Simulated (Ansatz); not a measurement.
Data:

Ta:
```
Ta
1.0
    0.00000     3.05110     3.05110
    3.05110     0.00000     3.05110
    3.05110     3.05110     0.00000
Ta
2
Direct
  0.00000   0.00000   0.00000
  0.25000   0.25000   0.25000
```

This is the PBE-relaxed structure.

Question: All from plane-wave PAW PBE (Ansatz code), unless another level is named. Give the density of states at the Fermi level.

Answer: 1.6 states/eV per atom (mean over ±0.08 eV).

Question: Next, the gap with spin–orbit coupling?

Answer: none (metallic).

Space group Fd-3m (diamond). The start of the workflow was typed in or built on a structure type; neither database checked (COD, Materials Project) lists it. It is not the phase usual at ambient conditions (space group No. 229). Symmetry was held in the PBE relaxation; whether a distortion lowers the energy is not shown. No spin polarisation was allowed. Spin–orbit coupling is left out wherever it is not named.

Potentials: the earlier of the program's two PAW sets.
